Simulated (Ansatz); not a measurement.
GaAg:
```yaml
crystal:
  lattice:
    - [3.23184, 0.00000, 0.00000]
    - [0.00000, 3.23184, 0.00000]
    - [0.00000, 0.00000, 3.23184]
  atoms:
    - { symbol: Ga, position: [0.50000, 0.50000, 0.50000] }
    - { symbol: Ag, position: [0.00000, 0.00000, 0.00000] }
```

Relaxed with PBEsol.

Question: Map the valence electron density (e/Å³), cut off at 5 on the plane through (0.500, 0.500, 0.500) spanned by u = [1, 0, 0] and v = [0, 1, 1] in lattice vectors, from DFT-PBEsol in the program Ansatz with PAW potentials.

Answer: x is the fraction of u, y of v (the angle between them is 90°; rows are the nearest grid lines); atoms in the plane: Ga at (0.00, 0.00), Ag at (0.50, 0.50).
```
y \ x   0.000  0.0625  0.188  0.250  0.375  0.438  0.562  0.625  0.750  0.812  0.938   1.00
------  -----  ------  -----  -----  -----  -----  -----  -----  -----  -----  -----  -----
1.00     5.00    5.00   1.90  0.641  0.198  0.150  0.150  0.198  0.641   1.90   5.00   5.00
0.913    5.00    5.00  0.936  0.458  0.183  0.147  0.147  0.183  0.458  0.936   5.00   5.00
0.826   0.683   0.620  0.353  0.264  0.183  0.168  0.168  0.183  0.264  0.353  0.620  0.683
0.783   0.345   0.330  0.256  0.232  0.220  0.224  0.224  0.220  0.232  0.256  0.330  0.345
0.696   0.170   0.175  0.230  0.313  0.699  0.979  0.979  0.699  0.313  0.230  0.175  0.170
0.609   0.142   0.157  0.375  0.821   4.74   5.00   5.00   4.74  0.821  0.375  0.157  0.142
0.522   0.146   0.169  0.580   1.82   5.00   5.00   5.00   5.00   1.82  0.580  0.169  0.146
0.478   0.146   0.169  0.580   1.82   5.00   5.00   5.00   5.00   1.82  0.580  0.169  0.146
0.391   0.142   0.157  0.375  0.821   4.74   5.00   5.00   4.74  0.821  0.375  0.157  0.142
0.304   0.170   0.175  0.230  0.313  0.699  0.979  0.979  0.699  0.313  0.230  0.175  0.170
0.217   0.345   0.330  0.256  0.232  0.220  0.224  0.224  0.220  0.232  0.256  0.330  0.345
0.174   0.683   0.620  0.353  0.264  0.183  0.168  0.168  0.183  0.264  0.353  0.620  0.683
0.0870   5.00    5.00  0.936  0.458  0.183  0.147  0.147  0.183  0.458  0.936   5.00   5.00
0.000    5.00    5.00   1.90  0.641  0.198  0.150  0.150  0.198  0.641   1.90   5.00   5.00
```

The density is the valence pseudo-density with augmentation charge, so density and ELF within about 1 Å of a nucleus are not all-electron values.

Space group Pm-3m (CsCl type). The workflow started from an entry of the Crystallography Open Database (COD). Whether it is the stable phase at ambient conditions was not checked. The PBEsol relaxation kept the symmetry of its start. At this level the phase is mechanically unstable. The run is not spin-polarised.

Potentials: the later of the program's two PAW sets.
